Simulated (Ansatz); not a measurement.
Si3Ge:
```yaml
crystal:
  lattice:
    - [3.91387, 0.00000, 0.00000]
    - [0.00000, 3.91387, 0.00000]
    - [0.00000, 0.00000, 5.52721]
  atoms:
    - { symbol: Si, position: [0.50000, 0.00000, 0.75589] }
    - { symbol: Si, position: [0.00000, 0.00000, 0.00000] }
    - { symbol: Si, position: [0.00000, 0.50000, 0.24411] }
    - { symbol: Ge, position: [0.50000, 0.50000, 0.50000] }
```

Relaxed with PBE. Special points in fractions of this cell's reciprocal vectors: Γ (0.000, 0.000, 0.000); X (0.000, 0.500, 0.000); M (0.500, 0.500, 0.000); Z (0.000, 0.000, 0.500); R (0.000, 0.500, 0.500); A (0.500, 0.500, 0.500).

Task: List the band energies nearest the valence-band maximum at these points for DFT-PBE with spin–orbit coupling in the program Ansatz with PAW potentials.

Result: In eV from the valence-band maximum; about four levels below and three above (degenerate sets whole), none deeper than 8.9 eV; points with the same levels are listed once.

| k | below | above |
|---|---|---|
| Γ | -0.02 -0.02 0.00 0.00 | 0.64 0.64 0.80 0.80 |
| X | -1.56 -1.56 -1.25 -1.25 | 2.10 2.10 2.48 2.48 |
| M | -2.87 -2.87 -2.81 -2.81 | 0.35 0.35 0.80 0.80 |
| Z | -1.83 -1.83 -1.76 -1.76 | 0.88 0.88 1.22 1.22 |
| R | -1.25 -1.25 -1.09 -1.09 | 0.85 0.85 1.29 1.29 |
| A | -3.80 -3.80 -3.76 -3.76 | 4.14 4.14 4.32 4.32 4.32 4.32 |

Space group P-4m2. The start of the workflow was typed in or built on a structure type; neither database checked (COD, Materials Project) lists it. Whether it is the stable phase at ambient conditions was not checked. The PBE relaxation kept the symmetry of its start; its stability against distortions is not shown here.

Potentials: the earlier of the program's two PAW sets.
